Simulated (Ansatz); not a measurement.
**Perovskite alloy of SrTiO3 and CaTiO3 (2 of 8 Sr sites exchanged), 40 atoms**

Ansatz, PAW, plane waves. PBEsol relaxation of volume and atoms (shape held) at the single k point (¼, ¼, ¼) without its symmetry partners; single points on the relaxed atoms at the single k point (¼, ¼, ¼) without its symmetry partners, onto which points of the small cell's zone fold. Arrangement: quasirandom. No spin–orbit coupling unless named.

Relaxed structure:

```yaml
crystal:
  lattice:
    - [7.75656, 0.00000, 0.00000]
    - [0.00000, 7.75656, 0.00000]
    - [0.00000, 0.00000, 7.75656]
  atoms:
    - { symbol: Ca, position: [0.01315, 0.01422, 0.01799] }
    - { symbol: Ca, position: [0.01357, 0.01390, 0.51823] }
    - { symbol: Sr, position: [0.00088, 0.50791, 0.00336] }
    - { symbol: Sr, position: [0.00061, 0.50684, 0.50404] }
    - { symbol: Sr, position: [0.50492, 0.00184, 0.00403] }
    - { symbol: Sr, position: [0.50651, 0.00180, 0.50315] }
    - { symbol: Sr, position: [0.50367, 0.50599, 0.00274] }
    - { symbol: Sr, position: [0.50447, 0.50482, 0.50279] }
    - { symbol: Ti, position: [0.25399, 0.25442, 0.25627] }
    - { symbol: Ti, position: [0.25332, 0.25514, 0.75634] }
    - { symbol: Ti, position: [0.25182, 0.75819, 0.25476] }
    - { symbol: Ti, position: [0.25122, 0.75721, 0.75651] }
    - { symbol: Ti, position: [0.75611, 0.25237, 0.25650] }
    - { symbol: Ti, position: [0.75718, 0.25302, 0.75483] }
    - { symbol: Ti, position: [0.75557, 0.75794, 0.25360] }
    - { symbol: Ti, position: [0.75662, 0.75684, 0.75368] }
    - { symbol: O, position: [0.21886, 0.26630, 0.99798] }
    - { symbol: O, position: [0.26496, 0.22033, 0.49790] }
    - { symbol: O, position: [0.26148, 0.72558, 0.99652] }
    - { symbol: O, position: [0.22257, 0.77755, 0.49635] }
    - { symbol: O, position: [0.77644, 0.22367, 0.99646] }
    - { symbol: O, position: [0.72404, 0.26283, 0.49644] }
    - { symbol: O, position: [0.72867, 0.76259, 0.99496] }
    - { symbol: O, position: [0.76106, 0.72979, 0.49487] }
    - { symbol: O, position: [0.99656, 0.21745, 0.27333] }
    - { symbol: O, position: [0.99695, 0.26404, 0.71905] }
    - { symbol: O, position: [0.99553, 0.77153, 0.22259] }
    - { symbol: O, position: [0.99579, 0.72518, 0.76105] }
    - { symbol: O, position: [0.49553, 0.26506, 0.22553] }
    - { symbol: O, position: [0.49573, 0.22683, 0.76940] }
    - { symbol: O, position: [0.49390, 0.72981, 0.26261] }
    - { symbol: O, position: [0.49419, 0.76787, 0.73015] }
    - { symbol: O, position: [0.26261, 0.99817, 0.21921] }
    - { symbol: O, position: [0.21630, 0.99813, 0.77324] }
    - { symbol: O, position: [0.22522, 0.49696, 0.26927] }
    - { symbol: O, position: [0.26375, 0.49697, 0.72564] }
    - { symbol: O, position: [0.72370, 0.99692, 0.26103] }
    - { symbol: O, position: [0.77029, 0.99698, 0.72245] }
    - { symbol: O, position: [0.76666, 0.49532, 0.23004] }
    - { symbol: O, position: [0.72875, 0.49541, 0.76285] }
```

Question: What are the mean bond lengths by pair (pairs within 1.2 times the sum of covalent radii, less contacts 15 % beyond the pair's median; cation–cation pairs of compounds aside; long ionic contacts are cut short by that bound)?

Answer: Ca–O 2.491 ± 0.030 Å (standard deviation, 12 bonds); O–Sr 2.757 ± 0.175 Å (standard deviation, 72 bonds); O–Ti 1.956 ± 0.069 Å (standard deviation, 48 bonds).

Question: What gap lies between the top filled and the lowest empty level in the single points?

Answer: HSE06 4.65 eV (63 s on NVIDIA H100). Away from Γ this isn't the crystal's band gap.
